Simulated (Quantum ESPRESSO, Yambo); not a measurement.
At a photon energy of 8.75 eV, RPA with local fields on LDA bands shifted by a G0W0 scissor of 2.50 eV (Quantum ESPRESSO and Yambo; 4×4×4 mesh, 110 bands, 3 Ry local-field block, 0.2 eV broadening) gives ε = 3.97 + 3.23i for Rb₂PtH₆ (space group Fm-3m, No. 225), field along x.

**Question.** Work out n, κ, the normal-incidence reflectivity, the absorption coefficient and the penetration depth.

**Answer.** 
|ε| = 5.12; n = √((|ε| + ε1)/2) = 2.13, κ = √((|ε| − ε1)/2) = 0.76. R = ((n − 1)² + κ²)/((n + 1)² + κ²) = 0.18. α = 2Eκ/(ħc) with ħc = 197.327 eV nm: 0.0672 per nm = 6.7 × 10⁵ per cm, a 1/e depth of 15 nm. The computed direct gap is 6.28 eV, and the energy scale of the real crystal may differ from it. Excitonic effects are left out, and values at one energy depend on mesh and broadening. The scissor comes from a G0W0 run whose convergence isn't established. Convergence of the RPA response with its 4×4×4 mesh was not tested.

Spin-orbit coupling is not included.

Geometry of the Materials Project entry, not relaxed at this level; primitive cell a = 6.026 Å, b = 6.026 Å, c = 6.026 Å, α = 60.00°, β = 60.00°, γ = 60.00°.

The structure is a Materials Project entry; no match was found in the copy of COD used, and its stability was not checked.
